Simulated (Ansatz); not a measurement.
MoTe₂ (2H-MoS2 type, space group P6_3/mmc)

```
MoTe2
1.0
    3.54214     0.00000     0.00000
   -1.77107     3.06758     0.00000
    0.00000     0.00000    14.18192
Mo Te
2 4
Direct
  0.33333   0.66667   0.75000
  0.66667   0.33333   0.25000
  0.33333   0.66667   0.12347
  0.66667   0.33333   0.62347
  0.66667   0.33333   0.87653
  0.33333   0.66667   0.37653
```

This relaxed cell (volume V₀) is scaled evenly in all directions, its shape held. The atoms relax within the cell's symmetry.

Calculation: r2SCAN+rVV10 (plane waves to 500 eV, PAW, scalar-relativistic; Ansatz, a quantum-chemistry and plane-wave program). k mesh 11×11×3 (Γ-centred), Fermi-Dirac smearing 0.05 eV. Compression counts positive. MoTe2 is run without spin polarisation. MoTe2 was relaxed with its symmetry unable to fall. Spin-orbit coupling is left out, though Te is heavy.

At one point of the scan the stress tensor (GPa) is:

```
  -0.84     0.00     0.00
   0.00    -0.84     0.00
   0.00     0.00    -0.31
```

### Question
Which point is it?
A. V/V₀ = 1.060
B. V/V₀ = 1.030
C. V/V₀ = 1.045
D. V/V₀ = 1.015

### Answer
D, V/V₀ = 1.015

(A scan under strain: stresses follow from slopes of the energy per volume, elastic moduli from its curvatures.)
